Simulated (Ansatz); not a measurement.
Zr3Co2As4, a known structure type with other elements, at an estimated volume

```
Zr Co As
1.0
     0.00000    3.99268    0.00000
     7.50913   -1.99634    0.00000
     2.52154    0.00000   -5.89826
Zr Co As
3 2 4
Direct
  0.14370 0.28740 0.41856
  0.85630 0.71260 0.58144
  0.00000 0.00000 0.00000
  0.32838 0.65676 0.96341
  0.67162 0.34324 0.03659
  0.20638 0.41276 0.83267
  0.79362 0.58724 0.16733
  0.48895 0.97790 0.67972
  0.51105 0.02210 0.32028
```

Level: r2SCAN, no spin polarisation; 500 eV; 6×6×4 Γ-centred mesh; fermi-dirac occupations (width 0.1172 eV); Ansatz 0.2.0, fixed geometry.

(1) What does the stress say?

(2) What is the formation energy?

(3) Which atom feels the largest force, and which way?

(4) Is there a gap?

(5) Describe some of the short contacts.

Origin: a known structure type with other elements, at an estimated volume, so it need not be a known compound. Caveats: no spin polarisation, so a magnetic state may lie lower; atoms or cell far from equilibrium.

Results:

(1) The pressure is -11.4 GPa (compression positive), so with the atoms held at these fractions the cell would first shrink; the forces are large, so a full relaxation may end otherwise. The principal stresses -17.2, -13.1, -3.9 GPa differ, so its shape would change too.

(2) -0.52 eV an atom against the elements' usual phases (free molecules for gases, crystals otherwise, with no correction for O₂ or N₂), so it is bound against them; other compounds may still compete. Relaxing would lower it.

(3) The largest is on As8 (and as large on other atoms): 4.70 eV/Å, components (1.42, 0.00, -4.47). It makes 178° with the line to a nearest neighbour, As9 at 2.20 Å, pointing away from it.

(4) It is a metal, with about 6.9 states/eV a cell as the mean within 0.25 eV of the Fermi level, mostly Co d (43 %) and Zr d (40 %).

(5) As–As at 2.20 Å: least valence density 0.76 e/Å³ and ELF 0.66 there. Co–As at 2.30 Å: least valence density 0.55 e/Å³ and ELF 0.36 there. Zr–As at 2.85 Å: least valence density 0.26 e/Å³ and ELF 0.24 there. These are pseudo-fields; inside the PAW spheres they differ from the all-electron ones.
